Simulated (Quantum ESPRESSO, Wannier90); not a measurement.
**Tight-binding from DFT: PbSe (Cmcm)**

Structure: Materials Project mp-1063670, symmetrised, not relaxed again. Not found in the COD (Crystallography Open Database) copy used, which has the formula in other groups; not checked further. Method: PBEsol plane waves in Quantum ESPRESSO 7.5 (PseudoDojo norm-conserving files, 69 Ry, no spin polarisation, no spin-orbit coupling), Bloch states on a 6×6×6 mesh through Γ, Wannier90 4.0.1. Density: 8×8×8 mesh, Gaussian smearing 0.01 Ry. Spin-orbit coupling is left out although heavy elements are present.

```
begin unit_cell_cart
ang
    4.3097500000    0.0000000000    0.0000000000
    0.0000000000    0.0000000000   -4.4504900000
   -2.1548750000    6.1339450000    0.0000000000
end unit_cell_cart
mp_grid = 6 6 6
```

Task: Which shells of neighbouring k-points and which b-vectors and weights does Wannier90 pick for this cell and mesh?

Result: 
```
 *---------------------------------- K-MESH ----------------------------------*
 +----------------------------------------------------------------------------+
 |                    Distance to Nearest-Neighbour Shells                    |
 |                    ------------------------------------                    |
 |          Shell             Distance (Ang^-1)          Multiplicity         |
 |          -----             -----------------          ------------         |
 |             1                   0.170722                      2            |
 |             2                   0.235299                      2            |
 |             3                   0.257541                      4            |
 |             4                   0.290709                      4            |
 |             5                   0.341443                      2            |
 |             6                   0.348846                      8            |
 |             7                   0.353014                      4            |
 |             8                   0.414668                      4            |
       ... (lines left out)
 +----------------------------------------------------------------------------+
 | The b-vectors are chosen automatically                                     |
 | The following shells are used:                       1,  2,  3             |
 +----------------------------------------------------------------------------+
 |                        Shell   # Nearest-Neighbours                        |
 |                        -----   --------------------                        |
 |                          1               2                                 |
 |                          2               2                                 |
 |                          3               4                                 |
 +----------------------------------------------------------------------------+
 | Completeness relation is fully satisfied [Eq. (B1), PRB 56, 12847 (1997)]  |
 +----------------------------------------------------------------------------+
 |                  b_k Vectors (Ang^-1) and Weights (Ang^2)                  |
 |                  ----------------------------------------                  |
 |            No.         b_k(x)      b_k(y)      b_k(z)        w_b           |
 |            ---        --------------------------------     --------        |
 |             1         0.000000    0.170722    0.000000    15.037895        |
 |             2         0.000000   -0.170722    0.000000    15.037895        |
 |             3         0.000000    0.000000   -0.235299     9.030846        |
 |             4         0.000000    0.000000    0.235299     9.030846        |
 |             5         0.242983    0.085361    0.000000     4.234352        |
 |             6         0.242983   -0.085361    0.000000     4.234352        |
 |             7        -0.242983   -0.085361    0.000000     4.234352        |
 |             8        -0.242983    0.085361    0.000000     4.234352        |
```
